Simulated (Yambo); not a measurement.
Sc₂Si₂O₇: sweep of GW parameters

G0W0@PBEsol for Sc2Si2O7 (space group C2/m, No. 12) in Yambo. Reference settings: 2×2×4 Γ-centred k mesh, bands 3 to 196 and a 7 Ry block in the screening, 196 bands in G with the Bruneval-Gonze terminator, plasmon pole fitted at 27.2 eV. The PBEsol gap Γ → (-0.5, -0.5, 0) on this mesh is 4.35 eV; G0W0 gaps are taken between the same points.

| change from the reference | G0W0 gap Γ → (-0.5, -0.5, 0) (eV) | shift of the valence edge (eV) | rough Yambo cost |
|---|---|---|---|
| reference settings | 7.35 | -0.98 | 1 |
| 84 bands in W, 84 bands in G | 7.46 | -0.81 | about 1/2 |
| 132 bands in W, 132 bands in G | 7.37 | -0.91 | within a factor of two |
| 84 bands in G | 7.34 | -0.95 | – |
| 132 bands in G | 7.34 | -0.97 | – |
| 100 bands in W | 7.42 | -0.87 | within a factor of two |
| 1 Ry block | 9.29 | -1.84 | within a factor of two |
| 3 Ry block | 7.57 | -1.03 | within a factor of two |
| 6 Ry block | 7.34 | -0.96 | within a factor of two |
| pole fitted at 15 eV | 7.30 | -0.92 | – |
| no random integration | 7.34 | -0.97 | – |
| 2×2×2 mesh | 7.33 | -0.95 | about 1/2 |
| 84 bands in G, no terminator | 7.43 | -0.31 | – |
| 132 bands in G, no terminator | 7.44 | -0.58 | – |
| no terminator | 7.42 | -0.76 | – |

The reference isn't shown to be the converged limit. Costs are rough (shared machines), scaled to the same edge states, and given only for runs that recompute the screening.

Geometry of the Materials Project entry, not relaxed at this level; primitive cell a = b = 5.3625 Å, c = 4.6915 Å, α = β = 97.70°, γ = 105.12°.

A shift is the quasiparticle energy of the state minus its PBEsol energy.
